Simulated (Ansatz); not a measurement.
Task: Name crystals whose computed values (DFT-r²SCAN in the program Ansatz with PAW potentials) fall in these windows: electron conductivity mass (mₑ) 0.41 to 0.50; Θ_D (K) 520 to 650.

Result: 

```tsv
crystal	electron conductivity mass (mₑ)	Θ_D (K)
Al2O3, Cmc2_1 (Al on 8b, O on 4a, O on 8b)	0.45	607
MgO, Pm-3n (Mg on 6c, O on 6d)	0.42	539
NaH, rock salt	0.48	528
```
Others may fit too.

Not the usual ambient phase: Al2O3, Cmc2_1 (Al on 8b, O on 4a, O on 8b); MgO, Pm-3n (Mg on 6c, O on 6d). All cells were relaxed under the symmetry of their starts (and spin orders); stability against distortions was not tested throughout.

Potentials: the later of the program's two PAW sets.
